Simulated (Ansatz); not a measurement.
HfO$_{2}$:
```xyz
3
Lattice="0.0000 2.5292 2.5292 2.5292 0.0000 2.5292 2.5292 2.5292 0.0000" Properties=species:S:1:pos:R:3 pbc="T T T"
Hf     0.0000     0.0000     0.0000
O      1.2646     1.2646     1.2646
O      3.7938     3.7938     3.7938
```

Relaxed with r²SCAN. Special points in fractions of this cell's reciprocal vectors: Γ (0.000, 0.000, 0.000); X (0.500, 0.000, 0.500); U (0.625, 0.250, 0.625); K (0.375, 0.375, 0.750); L (0.500, 0.500, 0.500); W (0.500, 0.250, 0.750).

Task: List the band energies nearest the valence-band maximum at these points for the program Ansatz at the r²SCAN with spin–orbit coupling level (PAW).

Result: In eV from the valence-band maximum; about four levels below and three above (degenerate sets whole), none deeper than 8.9 eV; points with the same levels are listed once.

```tsv
k	below	above
Γ	-0.60 -0.60 -0.60 -0.60	4.43 4.43 4.43 4.43
X	-1.59 -1.59 0.00 0.00	4.31 4.31 5.99 5.99
U	-1.39 -1.39 -0.35 -0.35	4.81 4.81 5.93 5.93
L	-2.00 -2.00 -1.78 -1.78	4.99 4.99 5.24 5.24
W	-1.46 -1.46 -0.22 -0.22	5.29 5.29 5.68 5.68
```

Space group Fm-3m (fluorite). This is a known high-temperature phase of the composition, computed here at zero pressure and temperature. Symmetry was held in the r²SCAN relaxation; its stability against distortions is not shown here. No spin polarisation was allowed.

Potentials: the later of the program's two PAW sets.
